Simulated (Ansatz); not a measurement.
Given:

GaNi3C:
```
GaNi3C
1.0
    3.74529     0.00000     0.00000
    0.00000     3.74529     0.00000
    0.00000     0.00000     3.74529
Ga C Ni
1 1 3
Direct
  0.00000   0.00000   0.00000
  0.50000   0.50000   0.50000
  0.00000   0.50000   0.50000
  0.50000   0.50000   0.00000
  0.50000   0.00000   0.50000
```

This is the r²SCAN-relaxed structure.

Problem. All from plane-wave PAW r²SCAN (Ansatz code), unless another level is named. Predict the electronic character.

Solution. metallic (no gap).

Problem. Give the formation energy from the elements (no fitted shifts).

Solution. -0.065 eV/atom.

Problem. And the density of states at the Fermi level?

Solution. 0.43 states/eV per atom (mean over ±0.08 eV).

Problem. Next, the gap with spin–orbit coupling?

Solution. none (metallic).

Space group Pm-3m (anti-perovskite). A made-up cell: these elements were put on the sites of a structure type; the Crystallography Open Database copy checked does not list it. Its standing as an ambient phase is unchecked. The r²SCAN relaxation kept the symmetry of its start; whether a distortion lowers the energy is not shown. The workflow began spin-polarised and lost its moments. The references are the lowest solids computed at this level, not always the standard phases. Scalar-relativistic: spin–orbit coupling is off unless named, which matters more the heavier the elements.

Potentials: the later of the program's two PAW sets.
